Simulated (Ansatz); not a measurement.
Relaxed WS₂ (2H-MoS2 type, space group P6_3/mmc):

```yaml
crystal:
  lattice:
    - [3.15429, 0.00000, 0.00000]
    - [-1.57715, 2.73170, 0.00000]
    - [0.00000, 0.00000, 12.14086]
  atoms:
    - { symbol: W, position: [0.33333, 0.66667, 0.25000] }
    - { symbol: W, position: [0.66667, 0.33333, 0.75000] }
    - { symbol: S, position: [0.33333, 0.66667, 0.62030] }
    - { symbol: S, position: [0.66667, 0.33333, 0.12030] }
    - { symbol: S, position: [0.66667, 0.33333, 0.37970] }
    - { symbol: S, position: [0.33333, 0.66667, 0.87970] }
```

In each cell atom 5 (S, nearest neighbour W at 2.408 Å; its periodic images, 3.2 Å or more away, move with it) moves by s·(0.000, 0.000, 1.000) (along Cartesian z), the rest being held.

These are PBE-D3(BJ) (plane waves to 420 eV, PAW, scalar-relativistic; Ansatz, a first-principles code) values and carry that method's errors. k mesh 10×10×3 (Γ-centred), Fermi-Dirac smearing 0.05 eV. Energies are smeared free energies. Spin-orbit coupling is left out, though W is heavy. The PAW data are Ansatz's earlier set. WS2 is run without spin polarisation. WS2 was relaxed with its symmetry unable to fall. ΔE is measured from the undisplaced structure.

| s (Å) | ΔE (meV/cell) |
|---|---|
| -0.240 | 626 |
| -0.192 | 389 |
| -0.144 | withheld |
| -0.096 | 91 |
| -0.048 | 22 |
| 0.000 | 0 |
| 0.048 | 21 |
| 0.096 | 80 |
| 0.144 | 173 |
| 0.192 | 296 |
| 0.240 | 446 |

Fit a polynomial form (powers 2, 3, 4) to the given rows and predict ΔE at s = -0.144.

Least squares on the 10 given rows: ΔE = (9269)·s² + (-6522)·s³ + (637.4)·s⁴, in meV/cell with s in Å; root-mean-square residual 0.2 meV/cell. At -0.144 the fit gives 212 meV/cell; the calculation gives 212 meV/cell, the same to the digits shown. The quadratic term alone would give 192 meV/cell.

(A displaced cell: forces are minus the slopes of the energy, force constants its curvatures, and phonons follow from these.)
